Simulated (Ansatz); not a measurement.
Level of theory: DFT PBE, scalar-relativistic, plane waves, PAW (Ansatz 0.2.0). All cells share a 420 eV cutoff and Γ-centred k meshes spaced at most about 0.3 Å⁻¹ (about 0.25 or finer for metals, 2π included). No spin polarisation in the final relaxations.

All energies are static (0 K, no zero-point motion).

Two forms of HfZrSe4 were relaxed alike.

A.

```
CELL_PARAMETERS angstrom
3.78552 0.00000 0.00000
-1.89276 3.27835 0.00000
0.00000 0.00000 13.92916
ATOMIC_POSITIONS crystal
Zr 0.00000 0.00000 0.00000
Hf 0.00000 0.00000 0.50000
Se 0.33333 0.66667 0.88594
Se 0.33333 0.66667 0.38727
Se 0.66667 0.33333 0.61273
Se 0.66667 0.33333 0.11406
```

B.

```
CELL_PARAMETERS angstrom
4.65243 0.00000 0.00000
0.00000 4.65243 0.00000
0.00000 0.00000 6.58600
ATOMIC_POSITIONS crystal
Zr 0.50000 0.50000 0.50000
Hf 0.00000 0.00000 0.00000
Se 0.50000 0.00000 0.75200
Se 0.00000 0.50000 0.24800
Se 0.50000 0.00000 0.24800
Se 0.00000 0.50000 0.75200
```

Question: Which is lower in energy, and by how much?

Answer: A is lower, by 0.37 eV/atom. A has Zr and Hf ordered on cadmium iodide sites, space group P-3m1 (No. 164), 28.8 Å³/atom and a gap of 0.43 eV on its mesh; B has Zr and Hf ordered on fluorite sites, space group P4/mmm (No. 123), 23.8 Å³/atom and no gap. Counting Se atoms around Hf and Zr (those within 1.25 times the shortest such distance or 1.15 times the sum of covalent radii, 1.27 where that leaves under three), A has Hf 6, Zr 6 and B has Hf 8, Zr 8. In A, Zr has 6 Se at 2.70 Å; around Hf lie 6 Se at 2.69 Å; Se on its first site is surrounded by 3 Zr at 2.70 Å; 1 more site not described. In B, around Zr lie 8 Se at 2.86 Å; Hf is surrounded by 8 Se at 2.84 Å; around Se lie 2 Hf at 2.84 Å, 2 Zr at 2.86 Å and 6 Se at 3.27–3.32 Å. Both come from invented guesses.

No dispersion correction is applied, so the spacing and binding between layers, chains or molecules are poorly described (P-3m1), and this can change margins and order among such cells. These runs have no spin–orbit coupling, which can matter for Hf. Kohn–Sham gaps at this level usually fall short of measured ones. The zero gap of P4/mmm may come from the functional, which often closes small gaps. Cells relaxed within their symmetry can be saddle points.
